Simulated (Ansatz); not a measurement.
TiSi₂:
```cif
data_Si8Ti4
_chemical_formula_sum 'Ti4 Si8'
_space_group_name_H-M_alt 'Cmcm'
_space_group_IT_number 63
_space_group_name_Hall '-C 2c 2'
_cell_length_a 3.51512
_cell_length_b 13.34448
_cell_length_c 3.55700
_cell_angle_alpha 90.000
_cell_angle_beta 90.000
_cell_angle_gamma 90.000
loop_
_atom_site_label
_atom_site_type_symbol
_atom_site_symmetry_multiplicity
_atom_site_Wyckoff_symbol
_atom_site_fract_x
_atom_site_fract_y
_atom_site_fract_z
_atom_site_occupancy
Ti1 Ti 4 c 0.00000 0.10245 0.75000 1
Si1 Si 4 c 0.00000 0.56007 0.25000 1
Si2 Si 4 c 0.00000 0.24964 0.25000 1
```
(The calculation used a cell of 6 atoms; values per cell refer to that cell.)

Relaxed with PBEsol.

Decompose the optical modes at the zone centre into irreducible representations, and say which are infrared and Raman allowed.

Point group mmm: Γ_opt = 3Ag + 3B1g + 2B1u + 2B2u + 3B3g + 2B3u. Infrared: B1u, B2u, B3u. Raman: Ag, B1g, B3g.

Assign frequencies (DFPT, PBEsol in the plane-wave PAW code Ansatz).

B1g 197, B1u 202, B3u 203, B2u 230, B3g 233, Ag 275, Ag 313, Ag 348, B2u 349, B1g 354, B3g 360, B1g 365, B1u 379, B3u 397, B3g 465 cm⁻¹.

Subscripts of B labels follow the axes of the standard setting.

The cell was relaxed with PBEsol under the symmetry of its start; of distortions, only those at the zone centre were tested. The run is not spin-polarised. As this level gives no gap, phonon frequencies hold no LO–TO term and depend on the k-mesh and smearing (Fermi–Dirac, 0.1 eV here).

Potentials: the earlier of the program's two PAW sets.
